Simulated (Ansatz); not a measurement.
The cell is COD entry 1538104, as deposited and not checked against the literature; nothing was relaxed.

Input and log of a run on LaTl3: DFT, PBEsol, all-electron LAPW, scalar-relativistic (Ansatz 0.2.0).

Command: `ansatz run input.yaml --threads 1 --pin off --max-ram 4096MiB --backend cpu --events-out ev --progress --plain --runs-dir out` The run took 2.3 min on 1 thread of Arm Neoverse V2, on a shared host, peak memory 0.61 GiB.

```yaml
crystal:
  lattice:
    - [4.799, 0.0, 0.0]
    - [0.0, 4.799, 0.0]
    - [0.0, 0.0, 4.799]
  atoms:
    - { symbol: La, position: [0.0, 0.0, 0.0] }
    - { symbol: Tl, position: [0.0, 0.5, 0.5] }
    - { symbol: Tl, position: [0.5, 0.0, 0.5] }
    - { symbol: Tl, position: [0.5, 0.5, 0.0] }
kpoints:
  mp_grid: { grid: [8, 8, 8] }
  band_path:
    path:
      - [0.0, 0.0, 0.0]
      - [0.0, 0.5, 0.0]
      - [0.5, 0.5, 0.0]
      - [0.0, 0.0, 0.0]
      - [0.5, 0.5, 0.5]
      - [0.0, 0.5, 0.0]
      - [0.5, 0.5, 0.5]
      - [0.5, 0.5, 0.0]
    npoints: 14
scf:
  occupations: { method: fermi_dirac, width: 0.05 }
hamiltonian:
  xc: pbesol
  pseudopotentials: { kind: all_electron, lapw: { basis_error: 0.001 } }
output:
  forces: true
  stress: true
  eigenvalues: true
  fatbands: true
  populations: true
  dos: { projected: true, de: 0.2, e_range: [-14, 8] }
```

The log:

```
La: projections on atomic orbitals take those of the free atom 1s2 2s2 2p6 3s2 3p6 3d10 4s2 4p6 4d10 4f0 5s2 5p6 5d1 6s2, of charge +0.00 (hamiltonian.pseudopotentials.projection_atoms)
Tl: projections on atomic orbitals take those of the free atom 1s2 2s2 2p6 3s2 3p6 3d10 4s2 4p6 4d10 4f14 5s2 5p6 5d10 6s2 6p1, of charge +0.00 (hamiltonian.pseudopotentials.projection_atoms)
LAPW: plane waves up to 6.658 Å⁻¹, error target 1.0e-3 eV per atom; small_component_spin mean_spin; La in spheres of 1.697 Å, 29 of its electrons in bands, Dirac shells []; Tl in spheres of 1.697 Å, 35 of its electrons in bands, Dirac shells []
Engine: ansatz 0.2.0
Pseudopotentials: kind: all_electron
Pseudopotential: La, LAPW, valence charge 29, Koelling and Harmon's equation, gaussian nucleus
Pseudopotential: Tl, LAPW, valence charge 35, Koelling and Harmon's equation, gaussian nucleus
Functional definition: PBEsol
  exchange = pbesol_x
  correlation = pbesol_c
Crystal: 4 atoms, lattice volume = 110.523 Å³
Basis set: ecut = 168.88148714181673 eV, 515 PW (Γ), exchange–correlation at level 2
Bands: 81, of which v1, the nominal top of the filled ones, is band 67 counted from 1 (66 counted from 0)
Symmetry: 48 space group operations
Space group: Pm-3m (ITA 221), of the structure as read, at distance tolerance 4.8e-5 Å
k-points: 35 of 512
Non-local potential: La, projectors of the file, none
Non-local potential: Tl, projectors of the file, none
Initial density: superposition of atomic densities (chi_scale 0.1, normalization cell, long waves kept (reshape's long-wave potential 0.00 eV rms))
Initial wavefunctions: plane waves of lowest kinetic energy (no species holds an atomic orbital)
Functional: x = pbesol(κ = 0.804, μ = 0.12345679012345678), c = pbesol(β = 0.046)
iter 1 solved again at ethr=7.07e-4 eV; its pass at ethr=1.00e-1 eV (dr2=9.48e-1 eV) is discarded
SCF iter   1: F=—  HF=-1882904.995553 eV  |F-HF|=—  |Δ(HF+E_count)|=         —  Δρ=1.40e-2  dr2=9.48e-1  ethr=7.07e-4  ⟨swp⟩=2.0  Hψ=17329  notcnv=0
preconditioner: auto → Kerker (q_TF=auto, 2.817 Å⁻¹)  [metal: Δε(μ)=0.048 eV  Ē_g=11.587 eV  σ=0.050 eV  W_gap=0.23  n_scr=32 (ndim 8)  ℏωp=24.5 eV  f_vac=0.007  D(μ)=2.47/eV (n_scr^D=18)]
SCF iter   2: F=—  HF=-1882904.470524 eV  |F-HF|=—  |Δ(HF+E_count)|=   5.25e-1  Δρ=6.41e-3  dr2=1.68e-1  ethr=7.07e-4  ⟨swp⟩=2.0  Hψ=9181  notcnv=0
SCF iter   3: F=—  HF=-1882904.421723 eV  |F-HF|=—  |Δ(HF+E_count)|=   4.88e-2  Δρ=5.47e-3  dr2=1.42e-1  ethr=1.25e-4  ⟨swp⟩=2.0  Hψ=8674  notcnv=0
SCF iter   4: F=—  HF=-1882904.393425 eV  |F-HF|=—  |Δ(HF+E_count)|=         —  Δρ=3.21e-3  dr2=4.83e-2  ethr=1.06e-4  ⟨swp⟩=2.0  Hψ=7823  notcnv=0
the basis was enlarged: its passes take 133.2 KiB over the memory plan, 1 of 1 planned eigensolver slots
SCF iter   5: F=—  HF=-1882904.379405 eV  |F-HF|=—  |Δ(HF+E_count)|=   1.40e-2  Δρ=1.10e-3  dr2=5.47e-3  ethr=3.60e-5  ⟨swp⟩=2.1  Hψ=8760  notcnv=0
iter 6 solved again at ethr=2.37e-7 eV; its pass at ethr=4.08e-6 eV (dr2=3.18e-4 eV) is discarded
SCF iter   6: F=—  HF=-1882904.378019 eV  |F-HF|=—  |Δ(HF+E_count)|=   1.39e-3  Δρ=3.40e-4  dr2=3.18e-4  ethr=2.37e-7  ⟨swp⟩=2.0  Hψ=14536  notcnv=0
SCF iter   7: F=—  HF=-1882904.378006 eV  |F-HF|=—  |Δ(HF+E_count)|=   1.21e-5  Δρ=1.47e-4  dr2=2.69e-5  ethr=2.37e-7  ⟨swp⟩=2.1  Hψ=8742  notcnv=0
SCF iter   8: F=—  HF=-1882904.377998 eV  |F-HF|=—  |Δ(HF+E_count)|=   8.39e-6  Δρ=7.67e-5  dr2=7.41e-6  ethr=2.01e-8  ⟨swp⟩=2.5  Hψ=8768  notcnv=0
SCF iter   9: F=—  HF=-1882904.378003 eV  |F-HF|=—  |Δ(HF+E_count)|=   5.40e-6  Δρ=2.44e-5  dr2=1.85e-6  ethr=5.53e-9  ⟨swp⟩=3.0  Hψ=8816  notcnv=0
SCF iter  10: F=—  HF=-1882904.378003 eV  |F-HF|=—  |Δ(HF+E_count)|=   7.83e-7  Δρ=8.07e-6  dr2=1.46e-7  ethr=1.38e-9  ⟨swp⟩=2.1  Hψ=8748  notcnv=0
SCF iter  11: F=-1882904.378003 eV  HF=-1882904.378003 eV  |F-HF|=7.92e-9  |Δ(HF+E_count)|=   1.40e-8  Δρ=4.95e-6  dr2=4.91e-8  ethr=1.09e-10  ⟨swp⟩=2.0  Hψ=8743  notcnv=0
SCF 1 converged in 11 iterations: F = -1882904.378003 eV  dr2 = 4.91e-8
NSCF: frozen V_eff on 99 k-points
SCF converged after 11 iterations
Free energy (F): -1882904.378003 eV
Harris-Foulkes:  -1882904.378003 eV  (|F-HF|=7.92e-9)
Internal energy: -1882904.356934 eV  (E = F + TS)
E sigma→0 (E₀):  -1882904.367468 eV
Entropy (-TS):   -0.021069 eV (-5.267 meV/atom)
Fermi energy:    16.873021 eV
--- Per-component energies (eV) ---
  E_band       = -7598.567108
  E_kinetic    = 2143651.057628
  E_xc         = -36084.942774
  E_electrostatic = -3990470.471788  (all electrons and nuclei)
  E_smearing   = -0.021069  (= −TS)
  E_closure    = 0.000000  (closes the sum)
  E_atoms      = -1882889.579537  (free atoms, spherical and without spin; not in F)
  Σ components = -1882904.378003   (vs F -1882904.378003, Δ=0.00e0)
  Basis errors (estimates in eV, not in F): energy 1.9e-4 per atom: plane waves 1.6e-4 (8.2e-5 summed), levels above the bands 3.2e-40, relativity 1.2e-8, radial functions 2.3e-5, core shells 7.8e-9; eigenvalues (radial functions only) 1.4e-6; not estimated: angular momenta, meshes, grids; target (lapw.basis_error) 1.0e-3; muffin-tin radii La 1.697 Å, Tl 1.697 Å
--- Forces (eV/Å), atoms counted from 1 ---
  atom   1  La     0.00000000    -0.00000000    -0.00000000
  atom   2  Tl    -0.00000000     0.00000000     0.00000000
  atom   3  Tl     0.00000000     0.00000000    -0.00000000
  atom   4  Tl     0.00000000     0.00000000     0.00000000
  max |Σ_I F_I| component: 3.78e-31 eV/Å
--- Stress (GPa, compression-positive) ---
       -0.151499       0.000000       0.000000
        0.000000      -0.151499       0.000000
        0.000000       0.000000      -0.151499
  P = ⅓ Tr σ = -0.1515 GPa (-1.515 kbar)
--- Band table (eV; the first three rows and the last of 35) ---
  k-point 0: bands = ["-242.3660", "-176.0494", "-176.0494", "-176.0494", "-109.6955", "-109.6953", "-109.6953", "-93.0320", "-93.0320", "-93.0320", "-93.0286", "-93.0286", "-93.0286", "-93.0286", "-93.0286", "-93.0286", "-93.0220", "-93.0220", "-93.0220", "-93.0172", "-93.0172", "-93.0172", "-93.0107", "-93.0107", "-93.0107", "-93.0107", "-93.0107", "-93.0107", "-80.1898", "-80.1898", "-80.1867", "-80.1867", "-80.1867", "-54.8785", "-54.8785", "-54.8785", "-54.8635", "-54.8635", "-54.8635", "-54.8634", "-54.8634", "-54.8634", "-15.8280", "0.4474", "0.4474", "0.4474", "5.1202", "5.1202", "5.1202", "5.1231", "5.3167", "5.3167", "5.5822", "5.5822", "5.5822", "5.7872", "5.7872", "5.9708", "6.0479", "6.0479", "6.0479", "7.4558", "12.8266", "12.8266", "15.9437", "15.9437", "15.9437", "18.3322", "18.3322", "18.3322", "18.7876", "19.0408", "19.0408", "19.0408", "19.4223", "19.4223", "19.4223", "19.7484", "19.7484", "21.1969", "21.4444"]
  k-point 1: bands = ["-242.3660", "-176.0494", "-176.0494", "-176.0494", "-109.6955", "-109.6953", "-109.6953", "-93.0320", "-93.0320", "-93.0320", "-93.0286", "-93.0286", "-93.0286", "-93.0286", "-93.0286", "-93.0286", "-93.0220", "-93.0220", "-93.0220", "-93.0172", "-93.0172", "-93.0172", "-93.0107", "-93.0107", "-93.0107", "-93.0107", "-93.0107", "-93.0107", "-80.1898", "-80.1898", "-80.1867", "-80.1867", "-80.1867", "-54.8785", "-54.8785", "-54.8784", "-54.8635", "-54.8635", "-54.8635", "-54.8635", "-54.8634", "-54.8634", "-15.8273", "0.4196", "0.4435", "0.4435", "5.1286", "5.1497", "5.1522", "5.1522", "5.3320", "5.3419", "5.5735", "5.5942", "5.5942", "5.7704", "5.7877", "5.9531", "6.0090", "6.0090", "6.0480", "7.5902", "12.3879", "12.8814", "15.9340", "15.9340", "16.2693", "17.9896", "18.2326", "18.2326", "18.7887", "18.9703", "18.9703", "19.0281", "19.3532", "19.4156", "19.4614", "19.4614", "19.8624", "21.5725", "21.8327"]
  k-point 2: bands = ["-242.3660", "-176.0494", "-176.0494", "-176.0494", "-109.6955", "-109.6954", "-109.6953", "-93.0320", "-93.0320", "-93.0320", "-93.0286", "-93.0286", "-93.0286", "-93.0286", "-93.0286", "-93.0286", "-93.0220", "-93.0220", "-93.0220", "-93.0172", "-93.0172", "-93.0172", "-93.0107", "-93.0107", "-93.0107", "-93.0107", "-93.0107", "-93.0107", "-80.1898", "-80.1898", "-80.1867", "-80.1867", "-80.1867", "-54.8784", "-54.8784", "-54.8782", "-54.8638", "-54.8636", "-54.8636", "-54.8635", "-54.8634", "-54.8634", "-15.8257", "0.3541", "0.4343", "0.4343", "5.1505", "5.2220", "5.2435", "5.2435", "5.3692", "5.4106", "5.5509", "5.6225", "5.6225", "5.7191", "5.7877", "5.9019", "5.9019", "5.9035", "6.0480", "7.9798", "11.4561", "13.0336", "15.8686", "15.8686", "16.9668", "17.1518", "18.1115", "18.1115", "18.7915", "18.9067", "18.9067", "18.9929", "19.1280", "19.3993", "19.5706", "19.5706", "20.0554", "22.1578", "22.1780"]
  k-point 34: bands = ["-242.3660", "-176.0494", "-176.0494", "-176.0494", "-109.6954", "-109.6954", "-109.6954", "-93.0320", "-93.0320", "-93.0320", "-93.0286", "-93.0286", "-93.0286", "-93.0286", "-93.0286", "-93.0286", "-93.0220", "-93.0220", "-93.0220", "-93.0172", "-93.0172", "-93.0172", "-93.0107", "-93.0107", "-93.0107", "-93.0107", "-93.0107", "-93.0107", "-80.1898", "-80.1898", "-80.1867", "-80.1867", "-80.1867", "-54.8831", "-54.8751", "-54.8751", "-54.8665", "-54.8665", "-54.8665", "-54.8611", "-54.8611", "-54.8611", "-15.8179", "0.3675", "0.3675", "0.3675", "5.2545", "5.2545", "5.2545", "5.2703", "5.4066", "5.4066", "5.4066", "5.6506", "5.6506", "5.6506", "5.6640", "5.6640", "5.9825", "5.9825", "5.9825", "11.0461", "11.0461", "11.0461", "13.7699", "15.6318", "15.6318", "15.6318", "18.7326", "18.7326", "18.7326", "18.7928", "18.7928", "18.7928", "18.9208", "20.2203", "20.2203", "21.0599", "21.2547", "21.2547", "21.2547"]
--- Löwdin populations: 4 sites ---
  site symbol       q [e]
     0     La     56.6825
     1     Tl     81.0953
     2     Tl     81.0953
     3     Tl     81.0953
  spilling = 0.000105 (of n_electrons = 300.000000)
```
